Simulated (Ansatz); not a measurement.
MgCdS2:
```cif
data_CdMgS2
_chemical_formula_sum 'Cd1 S2 Mg1'
_space_group_name_H-M_alt 'P3m1'
_space_group_IT_number 156
_space_group_name_Hall 'P 3 -2"'
_cell_length_a 4.12328
_cell_length_b 4.12328
_cell_length_c 6.67200
_cell_angle_alpha 90.000
_cell_angle_beta 90.000
_cell_angle_gamma 120.000
loop_
_atom_site_label
_atom_site_type_symbol
_atom_site_symmetry_multiplicity
_atom_site_Wyckoff_symbol
_atom_site_fract_x
_atom_site_fract_y
_atom_site_fract_z
_atom_site_occupancy
Cd1 Cd 1 b 0.33333 0.66667 0.00686 1
S1 S 1 b 0.33333 0.66667 0.39148 1
Mg1 Mg 1 c 0.66667 0.33333 0.50055 1
S2 S 1 c 0.66667 0.33333 0.87112 1
```

Relaxed with PBE.

Question: Which orbitals make up the states near the band edges in PBE in the plane-wave PAW code Ansatz?

Answer: Top 1 eV of the valence band: S 3p 93 %. Bottom 1 eV of the conduction band: Cd 5s 43 %, S 3s 21 %, S 3p 18 %, Mg 3s 14 %. Projections are on Löwdin-orthogonalised atomic valence shells; empty p or d shells of many metals are not among them.

Question: Tabulate the density of states.

Answer: States/eV per cell of 4 atoms, in 0.25 eV bins, energy from the valence-band maximum.

| E (eV) | total | S 3p | Cd 4d | Cd 5s |
|---|---|---|---|---|
| -7.85 | 0.00 | 0.00 | 0.00 | 0.00 |
| -7.60 | 0.00 | 0.00 | 0.00 | 0.00 |
| -7.35 | 4.20 | 0.25 | 3.94 | 0.01 |
| -7.10 | 19.21 | 0.75 | 18.24 | 0.03 |
| -6.85 | 13.54 | 0.19 | 13.08 | 0.04 |
| -6.60 | 3.05 | 0.06 | 2.74 | 0.01 |
| -6.35 | 0.00 | 0.00 | 0.00 | 0.00 |
| -6.10 | 0.00 | 0.00 | 0.00 | 0.00 |
| -5.85 | 0.00 | 0.00 | 0.00 | 0.00 |
| -5.60 | 0.00 | 0.00 | 0.00 | 0.00 |
| -5.35 | 0.00 | 0.00 | 0.00 | 0.00 |
| -5.10 | 0.00 | 0.00 | 0.00 | 0.00 |
| -4.85 | 0.00 | 0.00 | 0.00 | 0.00 |
| -4.60 | 0.00 | 0.00 | 0.00 | 0.00 |
| -4.35 | 0.00 | 0.00 | 0.00 | 0.00 |
| -4.10 | 0.00 | 0.00 | 0.00 | 0.00 |
| -3.85 | 0.68 | 0.46 | 0.01 | 0.19 |
| -3.60 | 2.94 | 2.00 | 0.04 | 0.75 |
| -3.35 | 3.39 | 2.31 | 0.06 | 0.73 |
| -3.10 | 2.59 | 1.89 | 0.05 | 0.18 |
| -2.85 | 2.84 | 2.15 | 0.05 | 0.12 |
| -2.60 | 1.22 | 0.96 | 0.03 | 0.03 |
| -2.35 | 2.17 | 1.87 | 0.04 | 0.04 |
| -2.10 | 2.52 | 2.21 | 0.06 | 0.05 |
| -1.85 | 3.39 | 3.04 | 0.08 | 0.05 |
| -1.60 | 4.43 | 4.08 | 0.09 | 0.04 |
| -1.35 | 4.65 | 4.33 | 0.10 | 0.03 |
| -1.10 | 5.65 | 5.26 | 0.15 | 0.03 |
| -0.85 | 5.84 | 5.42 | 0.20 | 0.02 |
| -0.60 | 3.07 | 2.83 | 0.13 | 0.01 |
| -0.35 | 1.87 | 1.72 | 0.10 | 0.00 |
| -0.10 | 0.75 | 0.69 | 0.04 | 0.00 |
| 0.15 | 0.00 | 0.00 | 0.00 | 0.00 |
| 0.40 | 0.00 | 0.00 | 0.00 | 0.00 |
| 0.65 | 0.00 | 0.00 | 0.00 | 0.00 |
| 0.90 | 0.00 | 0.00 | 0.00 | 0.00 |
| 1.15 | 0.00 | 0.00 | 0.00 | 0.00 |
| 1.40 | 0.00 | 0.00 | 0.00 | 0.00 |
| 1.65 | 0.00 | 0.00 | 0.00 | 0.00 |
| 1.90 | 0.00 | 0.00 | 0.00 | 0.00 |
| 2.15 | 0.02 | 0.00 | 0.00 | 0.01 |
| 2.40 | 0.07 | 0.01 | 0.00 | 0.03 |
| 2.65 | 0.11 | 0.02 | 0.00 | 0.05 |
| 2.90 | 0.17 | 0.04 | 0.00 | 0.07 |
| 3.15 | 0.27 | 0.06 | 0.00 | 0.12 |
| 3.40 | 0.40 | 0.10 | 0.00 | 0.18 |
| 3.65 | 1.20 | 0.24 | 0.00 | 0.47 |
| 3.90 | 2.37 | 0.49 | 0.00 | 0.92 |
| 4.15 | 2.10 | 0.44 | 0.00 | 0.77 |
| 4.40 | 1.67 | 0.27 | 0.00 | 0.40 |
| 4.65 | 2.64 | 0.28 | 0.00 | 0.27 |
| 4.90 | 2.34 | 0.22 | 0.00 | 0.13 |
| 5.15 | 2.62 | 0.27 | 0.00 | 0.27 |
| 5.40 | 2.15 | 0.19 | 0.00 | 0.18 |
| 5.65 | 3.07 | 0.21 | 0.00 | 0.13 |
| 5.90 | 1.67 | 0.10 | 0.00 | 0.05 |
| 6.15 | 2.55 | 0.18 | 0.00 | 0.05 |
| 6.40 | 4.62 | 0.35 | 0.00 | 0.12 |
| 6.65 | 1.54 | 0.10 | 0.00 | 0.05 |

The start of the workflow was typed in or built on a structure type; neither database checked (COD, Materials Project) lists it. Its standing as an ambient phase is unchecked. The cell was relaxed with PBE under the symmetry of its start; whether a distortion lowers the energy is not shown. The volume moved by 27 % from the start of the relaxation. Scalar-relativistic: spin–orbit coupling is off unless named, which matters more the heavier the elements.

Potentials: the earlier of the program's two PAW sets.
